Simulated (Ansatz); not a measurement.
## BaHCl: pressure against volume

BaHCl, P4/nmm, a = 4.403 Å, c = 7.224 Å. The structure is a COD entry; whether it is the stable form wasn't checked. Ansatz: r2SCAN, PAW, 500 eV, Γ-centred 6×6×4 mesh on 6 atoms, Gaussian smearing 0.02 eV; no spin polarisation. Shape and atoms are relaxed at each volume; pressure is positive in compression.

| V (Å³/atom) | P (GPa) |
| --- | --- |
| 21.945 | 2.52 |
| 22.645 | 1.18 |
| 23.346 | 0.00 |
| 24.046 | ? |
| 24.746 | -1.83 |

Problem. Take V0 = 23.346 Å³/atom, fit the third-order Birch–Murnaghan form to the other rows, and predict the missing pressure.

Solution. With the Eulerian strain f = ½[(V0/V)^(2/3) − 1] and y = P/[3f(1 + 2f)^(5/2)], the form is the line y = B0 + 1.5 B0 (B0′ − 4) f. Rows (f, y): 0.02106, 36.0; 0.01027, 36.4; -0.01904, 35.3. Means f = 0.004097, y = 35.900; Σ(Δf)² = 0.0008612, ΣΔfΔy = 0.01867; the slope is their ratio. y = 35.81 + 21.67 f GPa, so B0 = 35.8 GPa and B0′ = 4 + 2 × (21.67)/(3 × 35.81) = 4.40. At V = 24.046, f = -0.00975, y = 35.60 and P = -0.99 GPa. The run gave -0.99 GPa, the same to the digits shown.

Cost: 5 runs of about 4.6 core-minutes in all, on Arm Neoverse V2 (shared hosts).